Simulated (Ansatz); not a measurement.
WSe₂:
```
CELL_PARAMETERS angstrom
      3.27906     0.00000     0.00000
     -1.63953     2.83975     0.00000
      0.00000     0.00000    12.78635
ATOMIC_POSITIONS crystal
  W  0.66667 0.33333 0.25000
  W  0.33333 0.66667 0.75000
  Se 0.33333 0.66667 0.38172
  Se 0.66667 0.33333 0.61828
  Se 0.66667 0.33333 0.88172
  Se 0.33333 0.66667 0.11828
```

Relaxed with PBE+D3(BJ). Special points in fractions of this cell's reciprocal vectors: Γ (0.000, 0.000, 0.000); M (0.500, 0.000, 0.000); K (0.333, 0.333, 0.000); A (0.000, 0.000, 0.500); L (0.500, 0.000, 0.500); H (0.333, 0.333, 0.500).

Problem. List the band energies nearest the valence-band maximum at these points for plane-wave PAW PBE+D3(BJ) (Ansatz code).

Solution. In eV from the valence-band maximum; about four levels below and three above (degenerate sets whole), none deeper than 8.9 eV; points with the same levels are listed once.

| k | below | above |
|---|---|---|
| Γ | -1.46 -1.46 -1.20 -0.96 0.00 | 2.63 2.63 2.68 2.68 |
| M | -1.48 -1.37 -1.30 -1.06 | 2.16 2.20 2.27 |
| K | -2.56 -2.56 -0.49 -0.19 | 1.37 1.37 1.75 |
| A | -1.49 -1.49 -1.49 -1.49 -0.20 -0.20 | 2.63 2.63 2.63 2.63 |
| L | -1.37 -1.37 -1.21 -1.21 | 2.18 2.18 2.52 2.52 |
| H | -2.80 -2.80 -0.36 -0.36 | 1.38 1.38 2.35 2.35 |

Space group P6_3/mmc. The PBE+D3(BJ) relaxation kept the symmetry of its start; phonons on a q-mesh show no instability. No spin polarisation was allowed. Scalar-relativistic: spin–orbit coupling is off unless named, which matters more the heavier the elements.

Potentials: the later of the program's two PAW sets.
